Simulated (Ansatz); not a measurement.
BeSe (zinc blende, F-43m), plane-wave PAW PBE (Ansatz code), all energies at zero smearing, with the estimated change up to a 700 eV cutoff added, with one set of potentials and settings (totals compare only within such a set). Cell of 2 atoms (1 Be, 1 Se): -5563.438 eV.

```tsv
element	reference phase	E (eV/atom)
Be	P6_3/mmc, 2 atoms in the cell	-92.7620
Se	P3_121, 3 atoms in the cell	-5469.0798
```

Formation energy per atom, worked out: (-5563.438 − 1×(-92.7620) − 1×(-5469.0798))/2 = -0.798 eV/atom (-77 kJ per mol of atoms), at 0 K, without zero-point energy or fitted corrections.

The cell was relaxed with PBE under the symmetry of its start; phonons on a q-mesh show no instability. The volume moved by 28 % from the start of the relaxation. The references are the lowest solids computed at this level, not always the standard phases.

Potentials: the later of the program's two PAW sets.
